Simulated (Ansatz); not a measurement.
Rh (dhcp (α-La type), P6_3/mmc) at seven volumes, plane-wave PAW r²SCAN (Ansatz code), shape and atoms relaxed at each. One row is withheld.

```tsv
V (Å³/atom)	P (GPa)
12.503	33.73
12.915	20.37
13.327	9.25
13.739	0.00
14.152	-7.69
14.564	-14.06
14.976	?
```

**Question.** Fit the shown pressures and predict the withheld one.

**Answer.** P = (3/2)B₀(x^(7/2) − x^(5/2))[1 + (3/4)(B′ − 4)(x − 1)] with x = (V₀/V)^(2/3). Least squares on the six rows gives V₀ = 13.739 Å³/atom, B₀ = 280 GPa, B′ = 5.15. At V = 14.976, x = 0.9441 and P = -19.34 GPa. The run itself gave -19.33 GPa.

The workflow started from a Materials Project entry (that database holds measured and hypothetical structures alike); the Crystallography Open Database copy checked does not list it. It is not the phase usual at ambient conditions (space group No. 225). Symmetry was held in the r²SCAN relaxation; of distortions, only those at the zone centre were tested. No spin polarisation was allowed.

Potentials: the later of the program's two PAW sets.
